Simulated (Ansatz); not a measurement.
A geometry of KTaO₃ away from equilibrium: the start of the relaxation of a relaxed KTaO3 cell, doubled along one cell vector, shaken by Gaussian noise of σ = 0.08 Å a coordinate. Calculation: PBEsol (plane waves to 420 eV, PAW, scalar-relativistic; Ansatz, a first-principles code). Γ-centred k-mesh 3×6×6 on the run's cell (coarser than for final values), Fermi–Dirac smearing 0.05 eV.

```xyz
10
Lattice="7.9707 0.0000 0.0000 0.0000 3.9854 0.0000 0.0000 0.0000 3.9854" Properties=species:S:1:pos:R:3:forces:R:3 pbc="T T T" free_energy=-26021.039 pressure_GPa=6.3
K      2.0755     2.1172     2.0125   -0.9499   -0.7447   -0.0792
K      5.9849     1.9175     2.0128   -0.1290    0.2308    0.2313
Ta    -0.0420     0.0719     0.1697   -0.4779   -0.0236   -1.7221
Ta     3.8992    -0.1598     0.0118    1.2644    2.6247    0.5359
O     -0.2281     2.0607     0.0622    1.4617   -0.4077   -0.2686
O      3.8952     2.0596    -0.1639    0.2852   -3.3127    1.2124
O     -0.0128     0.0982     1.9820    0.5261   -0.0844    1.6911
O      3.9294    -0.1281     2.0905    0.4370    1.0953   -2.3984
O      1.9526    -0.0130    -0.1309    0.4722    0.3162    1.0346
O      6.0328    -0.0243     0.0632   -2.8900    0.3062   -0.2370
```

Positions in Å, forces in eV/Å, free energy of the cell in eV (comparable only within this code, potentials and settings). Largest force: 3.54 eV/Å, on O6 (atoms numbered as listed); the geometry lies 0.11 eV/atom above the end of its relaxation.

No spin polarisation in the result.
